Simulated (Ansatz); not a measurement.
SnSb:
```xyz
2
Lattice="0.0000 3.0427 3.0427 3.0427 0.0000 3.0427 3.0427 3.0427 0.0000" Properties=species:S:1:pos:R:3 pbc="T T T"
Sn     0.0000     0.0000     0.0000
Sb     3.0427     3.0427     3.0427
```

Relaxed with PBEsol. Special points in fractions of this cell's reciprocal vectors: Γ (0.000, 0.000, 0.000); X (0.500, 0.000, 0.500); U (0.625, 0.250, 0.625); K (0.375, 0.375, 0.750); L (0.500, 0.500, 0.500); W (0.500, 0.250, 0.750).

Task: List the band energies nearest the Fermi level at these points for PBEsol with spin–orbit coupling in the plane-wave PAW code Ansatz.

Result: In eV from the Fermi level; about four levels below and three above (degenerate sets whole), none deeper than 8.9 eV; points with the same levels are listed once.

```
k                    below                          above
-  -----------------------  -----------------------------
Γ  -0.54 -0.54 -0.54 -0.54  4.07 4.07 4.90 4.90 4.90 4.90
X  -3.18 -3.18 -2.76 -2.76            2.46 2.46 6.58 6.58
U  -2.41 -2.41 -1.66 -1.66            4.34 4.34 4.57 4.57
L  -8.16 -8.16 -0.44 -0.44            0.05 0.05 0.66 0.66
W  -4.42 -4.42 -4.35 -4.35            1.03 1.03 1.78 1.78
```

Space group Fm-3m (rock salt). The workflow started from an entry of the Crystallography Open Database (COD), which files this formula under 2 space groups. Its standing as an ambient phase is unchecked. The cell was relaxed with PBEsol under the symmetry of its start; whether a distortion lowers the energy is not shown.

Potentials: the later of the program's two PAW sets.
